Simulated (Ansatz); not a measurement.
**Question.** Each is relaxed and computed with plane-wave PAW LDA (Ansatz code). Which alone has a direct gap?
A) AlP, zinc blende
B) SiC, zinc blende
C) BN, P6_3/mmc (B on 2b, N on 2d)
D) GaN, zinc blende

**Answer.** D, GaN, zinc blende. GaN: gap 1.96 eV (direct); BN: gap 3.44 eV (indirect); AlP: gap 1.42 eV (indirect); SiC: gap 1.30 eV (indirect). Not the usual ambient phase: BN, P6_3/mmc (B on 2b, N on 2d). Weakly bound layers, chains or molecules computed without a dispersion correction, so cells and soft constants are ill determined: BN, P6_3/mmc (B on 2b, N on 2d). All cells were relaxed under the symmetry of their starts (and spin orders); stability against distortions was not tested throughout. Spin–orbit coupling is left out wherever it is not named.

Potentials: the earlier of the program's two PAW sets.
